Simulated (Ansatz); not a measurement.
PbF2 (fluorite): values from a third-order Birch-Murnaghan fit to a volume scan beside measured ones. Computed values: r2SCAN (plane waves to 500 eV, PAW, scalar-relativistic; Ansatz, a first-principles code). PbF2 was relaxed with its symmetry unable to fall. Spin-orbit coupling is left out, though Pb is heavy.

| quantity | reference | kind |
|---|---|---|
| Lattice constant a (Å) | 5.94 | measured, room temperature or unstated |
| Bulk modulus B₀ (GPa) | 64 | measured, room temperature or unstated |

References as given in: E. Cadelano, G. Cappellini, The European Physical Journal B (2011), arXiv:1107.5962. Values not taken to low temperature hold thermal and zero-point shifts that a static calculation lacks, so small differences there are no errors of the method.

**Question.** Estimate the r2SCAN values and the sign and size of each difference.

**Answer.** 
```json
[
 {"quantity": "Lattice constant a (Å)", "r2SCAN": "5.921", "difference": "-0.3 %"},
 {"quantity": "Bulk modulus B₀ (GPa)", "r2SCAN": "77.2", "difference": "+20.6 %"}
]
```



(A scan under strain: stresses follow from slopes of the energy per volume, elastic moduli from its curvatures.)
